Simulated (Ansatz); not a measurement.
**GaRu3C: computed property card**

GaRu$_{3}$C:
```
GaRu3C
1.0
    3.97746     0.00000     0.00000
    0.00000     3.97746     0.00000
    0.00000     0.00000     3.97746
Ga Ru C
1 3 1
Direct
  0.00000   0.00000   0.00000
  0.00000   0.50000   0.50000
  0.50000   0.00000   0.50000
  0.50000   0.50000   0.00000
  0.50000   0.50000   0.50000
```

Space group Pm-3m (No. 221), anti-perovskite; conventional cell a = 3.9775 Å, b = 3.9775 Å, c = 3.9775 Å, α = 90.00°, β = 90.00°, γ = 90.00°.

Method: PBEsol in the plane-wave PAW code Ansatz. Geometry: relaxed at this level of theory. Other levels are named where they apply.

**Cell and energy**

Volume per atom: 12.58 Å³
Density: 10.16 g/cm³
Formation energy from the elements (no fitted shifts): 0.054 eV/atom

**Electronic structure**

- Electronic character: metallic (no gap)
- Density of states at the Fermi level: 1.1 states/eV per atom (mean over ±0.08 eV)
- Gap with spin–orbit coupling: none (metallic)

**Mechanics**

Bulk modulus (Birch–Murnaghan fit): 275 GPa
Pressure derivative B′: 4.6
Elastic constants (relaxed ions, GPa): C11 = 547, C12 = 140, C44 = 103
Mechanical stability: stable (all eigenvalues of C positive)
Hill bulk and shear moduli: 275 and 136 GPa
Young's modulus: 350 GPa
Poisson's ratio: 0.29
Debye temperature from the elastic constants: 522 K

**Phonons**

Highest zone-centre frequency: 564 cm⁻¹
Zone-centre stability: unstable, softest mode 42i cm⁻¹

The start of the workflow was typed in or built on a structure type; neither database checked (COD, Materials Project) lists it. Whether it is the stable phase at ambient conditions was not checked. Symmetry was held in the PBEsol relaxation; phonons show weakly imaginary modes. The run is not spin-polarised. As this level gives no gap, shear constants depend on the k-mesh and smearing (Fermi–Dirac, 0.1 eV here). As this level gives no gap, phonon frequencies hold no LO–TO term and depend on the k-mesh and smearing (Fermi–Dirac, 0.1 eV here). The references are the lowest solids computed at this level, not always the standard phases. Scalar-relativistic: spin–orbit coupling is off unless named, which matters more the heavier the elements.

Potentials: the later of the program's two PAW sets.
